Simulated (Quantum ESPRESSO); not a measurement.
```cif
data_C2K4O6
_chemical_formula_sum 'C2 O6 K4'
_space_group_name_H-M_alt 'P63/mmc'
_space_group_IT_number 194
_space_group_name_Hall '-P 6c 2c'
_cell_length_a 5.74213
_cell_length_b 5.74213
_cell_length_c 6.81586
_cell_angle_alpha 90.000
_cell_angle_beta 90.000
_cell_angle_gamma 120.000
loop_
_atom_site_label
_atom_site_type_symbol
_atom_site_symmetry_multiplicity
_atom_site_Wyckoff_symbol
_atom_site_fract_x
_atom_site_fract_y
_atom_site_fract_z
_atom_site_occupancy
C1 C 2 d 0.66667 0.33333 0.25000 1
O1 O 6 h 0.40622 0.20311 0.25000 1
K1 K 2 c 0.33333 0.66667 0.25000 1
K2 K 2 a 0.00000 0.00000 0.00000 1
```

The geometry is that of Materials Project entry mp-10662, symmetrised and not relaxed again.

Task: What does norm-conserving PBEsol (Quantum ESPRESSO, 84 Ry, scalar-relativistic) give for the electronic structure near the Fermi level?

Result: The PBEsol gap is direct, 3.48 eV at Γ. 

The structure is a Materials Project entry; no match was found in the copy of COD used, and its stability was not checked.
